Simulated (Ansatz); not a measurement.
GeS:
```yaml
crystal:
  lattice:
    - [4.63298, 0.00000, 0.00000]
    - [-2.31649, 4.01228, 0.00000]
    - [0.00000, 0.00000, 15.89379]
  atoms:
    - { symbol: Ge, position: [0.00000, 0.00000, 0.01647] }
    - { symbol: Ge, position: [0.00000, 0.00000, 0.51647] }
    - { symbol: Ge, position: [0.66667, 0.33333, 0.84287] }
    - { symbol: Ge, position: [0.33333, 0.66667, 0.34287] }
    - { symbol: Ge, position: [0.66667, 0.33333, 0.18268] }
    - { symbol: Ge, position: [0.33333, 0.66667, 0.68268] }
    - { symbol: S, position: [0.00000, 0.00000, 0.86263] }
    - { symbol: S, position: [0.00000, 0.00000, 0.36263] }
    - { symbol: S, position: [0.66667, 0.33333, 0.68826] }
    - { symbol: S, position: [0.33333, 0.66667, 0.18826] }
    - { symbol: S, position: [0.66667, 0.33333, 0.03080] }
    - { symbol: S, position: [0.33333, 0.66667, 0.53080] }
```

Relaxed with PBE. Special points in fractions of this cell's reciprocal vectors: Γ (0.000, 0.000, 0.000); M (0.500, 0.000, 0.000); K (0.333, 0.333, 0.000); A (0.000, 0.000, 0.500); L (0.500, 0.000, 0.500); H (0.333, 0.333, 0.500).

Question: List the band energies nearest the valence-band maximum at these points for DFT-PBE in the program Ansatz with PAW potentials.

Answer: In eV from the valence-band maximum; about four levels below and three above (degenerate sets whole), none deeper than 8.9 eV; points with the same levels are listed once.

```tsv
k	below	above
Γ	-2.43 -2.43 -2.07 -1.74 -1.02	1.22 1.22 1.51 1.51
M	-1.45 -1.01 -0.84 -0.21	1.80 2.03 2.33
K	-0.17 -0.10 -0.08 -0.08	1.62 1.73 1.73
A	-2.03 -2.03 -1.57 -1.57	1.33 1.33 1.33 1.33
L	-1.07 -1.07 -0.68 -0.68	1.83 1.83 2.47 2.47
H	-0.13 -0.13 -0.08 -0.08	1.88 1.88 1.91 1.91
```

Space group P6_3mc. The cell is a constructed one: a structure type filled with these elements; neither database checked (COD, Materials Project) lists it. COD files the formula under space group No. 62, so this cell is another polymorph or a model. Its standing as an ambient phase is unchecked. The PBE relaxation kept the symmetry of its start; its stability against distortions is not shown here. Spin–orbit coupling is left out wherever it is not named.

Potentials: the later of the program's two PAW sets.
